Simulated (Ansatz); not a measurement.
**A plane-wave run on LaAg2**

Input file of Ansatz 0.2.0:

```yaml
crystal:
  lattice:
    - [4.767706, 0.0, 0.0]
    - [-2.383853, 4.128958, 0.0]
    - [0.0, 0.0, 3.508493]
  atoms:
    - { symbol: Ag, position: [0.3333, 0.6667, 0.45] }
    - { symbol: Ag, position: [0.6667, 0.3333, 0.55] }
    - { symbol: La, position: [0.0, 0.0, 0.0] }
  symmetry: { tolerance: 0.0003 }
kpoints:
  mp_grid: { grid: [8, 8, 10], shift: [0, 0, 0] }
  band_path:
    path:
      - [0.0, 0.0, 0.0]
      - [0.5, 2.1e-07, 0.0]
      - [0.33333333, 0.33333354, 0.0]
      - [0.0, 0.0, 0.0]
      - [0.0, 0.0, 0.5]
      - [0.5, 2.1e-07, 0.5]
      - [0.33333333, 0.33333354, 0.5]
      - [0.0, 0.0, 0.5]
      - [0.5, 2.1e-07, 0.5]
      - [0.5, 2.1e-07, 0.0]
      - [0.33333333, 0.33333354, 0.5]
    npoints: 6
magnetization:
  spin_polarized: false
scf:
  occupations: { method: fermi_dirac }
  lower_state_search: "off"
  max_iter: 200
hamiltonian:
  pseudopotentials: { kind: paw }
  xc: r2scan
basis:
  ecutwfc: 500
  fft_grid_basis: typed
output:
  forces: true
  stress: true
  eigenvalues: true
  bader: true
  populations: true
  elf: true
  write_potential: true
  volumetric_format: npy
  dos:
    e_range: [-12, 8]
    de: 0.05
    projected: { site_lists: { Ag: [Ag], La: [La] } }
checkpoint:
  read: saved_state
```

The saved state is an earlier solution for the same cell, perhaps on another mesh. 

Output (shortened):

```
SCF iter   1: F=-21473.3480 eV  Δρ=1.56e-3  dr2=3.33e-3  dr2_τ=3.45e-4
SCF iter   2: F=-21473.3488 eV  Δρ=8.79e-4  dr2=1.19e-3  dr2_τ=2.30e-5
SCF iter   3: F=-21473.3490 eV  Δρ=3.91e-4  dr2=2.19e-4  dr2_τ=6.10e-6
SCF iter   4: F=-21473.3491 eV  Δρ=1.47e-4  dr2=2.66e-5  dr2_τ=5.64e-7
SCF iter   5: F=-21473.3491 eV  Δρ=5.28e-5  dr2=1.91e-6  dr2_τ=1.05e-7
SCF iter   6: F=-21473.3491 eV  Δρ=2.09e-5  dr2=7.56e-7  dr2_τ=5.88e-9
SCF iter   7: F=-21473.3491 eV  Δρ=6.43e-6  dr2=4.57e-8  dr2_τ=6.89e-10
Free energy (F): -21473.3491 eV
Harris-Foulkes:  -21473.3491 eV  (|F-HF|=2.37e-8)
Internal energy: -21473.2654 eV  (E = F + TS)
E sigma→0 (E₀):  -21473.3073 eV
Entropy (-TS):   -0.0837 eV (-27.896 meV/atom)
Fermi energy:    14.8047 eV
--- Per-component energies (eV) ---
  E_band       = -635.1935
  E_kinetic    = 1250.7482
  E_local      = -5962.5297  (includes V_loc(G=0)·N_el)
  E_nonlocal   = 252.4943
  E_hartree    = 2690.6356
  E_xc         = -490.9857
  E_vxc        = -690.3561  (∫ρ·V_xc dr)
  E_paw        = -13279.7515  (= ΣΔE_a)
  E_vpaw       = -913.9368  (= ΣTr[D̂ρ^β])
  E_aug_tail   = 0.0001  (compensation charges beyond the density's cutoff)
  E_vtau       = 47.1147  (kinetic-family band-sum trace: ∫τ·v_τ [+ j·A + Jᵃ·Aᵃ] dr)
  E_ewald      = -5932.9266
  E_core_change = -0.9501  (= ΣΔE_core)
  E_smearing   = -0.0837  (= −TS)
--- Forces (eV/Å), atoms counted from 1 ---
  atom   1  Ag     0.0000     0.0000     0.4111
  atom   2  Ag     0.0000     0.0000    -0.4111
  atom   3  La     0.0000     0.0000     0.0000
--- Stress (GPa, compression-positive) ---
        4.4938       0.0000       0.0000
        0.0000       4.4938       0.0000
        0.0000       0.0000       3.6902
  P = ⅓ Tr σ = 4.2259 GPa (42.259 kbar)
```

Origin: a known structure type with other elements, at an estimated volume, so it need not be a known compound. Caveats: f levels without a U or exact exchange are poorly placed.
